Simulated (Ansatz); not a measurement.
Total density of states per atom from the program Ansatz at the r²SCAN level (PAW), in 0.25 eV bins, energy from the Fermi level:

(E (eV), states/eV/atom): (-7.85, 0.20); (-7.60, 0.01); (-7.35, 0.00); (-7.10, 0.00); (-6.85, 0.00); (-6.60, 0.03); (-6.35, 0.19); (-6.10, 0.49); (-5.85, 0.66); (-5.60, 0.67); (-5.35, 0.73); (-5.10, 0.71); (-4.85, 0.88); (-4.60, 0.66); (-4.35, 1.10); (-4.10, 1.70); (-3.85, 1.33); (-3.60, 0.81); (-3.35, 1.16); (-3.10, 0.85); (-2.85, 1.15); (-2.60, 1.30); (-2.35, 1.01); (-2.10, 1.04); (-1.85, 0.56); (-1.60, 0.50); (-1.35, 0.63); (-1.10, 0.43); (-0.85, 0.38); (-0.60, 0.35); (-0.35, 0.32); (-0.10, 0.41); (0.15, 0.40); (0.40, 0.47); (0.65, 0.56); (0.90, 0.62); (1.15, 0.43); (1.40, 0.35); (1.65, 0.32); (1.90, 0.24); (2.15, 0.28); (2.40, 0.27); (2.65, 0.23); (2.90, 0.38); (3.15, 0.54); (3.40, 0.45); (3.65, 0.55); (3.90, 0.65); (4.15, 0.83); (4.40, 0.93); (4.65, 0.79)

Pick the material that matches.
(A) YSi2Rh2, I4/mmm (Rh on 4d, Y on 2a, Si on 4e)
(B) SiO2, P6_322 (Si on 4f, O on 6g, O on 2c)
(C) YCo2, cubic Laves (MgCu2 type)
(D) PdAu3, I4/mmm (Pd on 2a, Au on 4d, Au on 2b)

A, YSi2Rh2, I4/mmm (Rh on 4d, Y on 2a, Si on 4e). Within 0.5 eV of the Fermi level: Rh 4d 40 %, Y 4d 28 %, Si 3p 22 %. Projections are on Löwdin-orthogonalised atomic valence shells; empty p or d shells of many metals are not among them.

The workflow started from an entry of the Crystallography Open Database (COD). Whether it is the stable phase at ambient conditions was not checked. Symmetry was held in the r²SCAN relaxation; whether a distortion lowers the energy is not shown. The run is not spin-polarised. Scalar-relativistic: spin–orbit coupling is off unless named, which matters more the heavier the elements.

Potentials: the later of the program's two PAW sets.
